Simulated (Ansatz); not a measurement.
Input:

BeS:
```
CELL_PARAMETERS angstrom
      0.00000     2.31463     2.31463
      2.31463     0.00000     2.31463
      2.31463     2.31463     0.00000
ATOMIC_POSITIONS crystal
  S  0.00000 0.00000 0.00000
  Be 0.50000 0.50000 0.50000
```

This is the PBE-relaxed structure.

Task: All from PBE in the plane-wave PAW code Ansatz, unless another level is named. Estimate the hole effective mass.

Result: 0.19, 0.92, 1.2 mₑ (principal values).

Task: Give the HSE06 gap on the PBE cell.

Result: 1.73 eV.

Task: Next, the band gap?

Result: 0.97 eV (indirect).

Task: What about the formation energy from the elements (no fitted shifts)?

Result: -0.51 eV/atom.

Task: What about the conduction-band minimum?

Result: at X (3 equivalent valleys).

Task: And the weight of the conduction-edge state by species (Voronoi cells)?

Result: Be 70 %, S 30 %.

Space group Fm-3m (rock salt). The cell is a constructed one: a structure type filled with these elements; neither database checked (COD, Materials Project) lists it. COD files the formula under space group No. 216, so this cell is another polymorph or a model. Its standing as an ambient phase is unchecked. The PBE relaxation kept the symmetry of its start. At this level the phase is dynamically unstable (imaginary phonons). The references are the lowest solids computed at this level, not always the standard phases.

Potentials: the later of the program's two PAW sets.
